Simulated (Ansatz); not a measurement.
This Ansatz input for ReBi in the NiAs-type structure was spoiled on purpose:

```yaml
crystal:
  lattice:
    - [4.561243635719, -2.886737976277e-11, 0.0]
    - [-2.280621817835, 3.950152861398, 0.0]
    - [0.0, 0.0, 5.0534271638]
  atoms:
    - { symbol: Re, position: [0.0, 0.0, 0.0] }
    - { symbol: Re, position: [0.0, 0.0, 0.5] }
    - { symbol: Bi, position: [0.3333333333333, 0.6666666666667, 0.25] }
    - { symbol: Bi, position: [0.6666666666667, 0.3333333333333, 0.75] }
basis:
  ecutwfc: "40 Ry/bohr"
  ecutrho_ratio: 4
kpoints:
  mp_grid: { grid: [10, 10, 6] }
hamiltonian:
  xc: pbe
scf:
  occupations: { method: gaussian, width: 0.05 }
  max_iter: 80
output:
  forces: true
  stress: true
```

Launched as:
```sh
ansatz run input.yaml --threads 2 --pin off --max-ram 2662MiB --backend cpu --events-out ev --progress --plain --runs-dir out
```

Problem. What is wrong with it?

Solution. A cutoff in the wrong unit. Against the sound input: basis.ecutwfc: 420 → "40 Ry/bohr" (the cap on iterations is only a precaution).

What the program printed:

```
Error: YAML parse error: error: line 12 column 12: unknown unit factor `Ry/bohr`
  --> <input>:12:12
   |
```

The input was refused before any iteration. It ran for 0.02 s on 2 threads of Arm Neoverse V2 (shared host), peak memory 0.021 GiB. The run before the change (PBE, 420 eV, 10×10×6 mesh) gave:

| run | P (GPa) | gap on the mesh (eV) | cell moment (μB) | largest force component (eV/Å) |
| --- | --- | --- | --- | --- |
| sound | 0.0 | metal | – | 0.000 |

This is a trial structure made by placing the elements on a prototype's sites, so it needn't be the stable form.
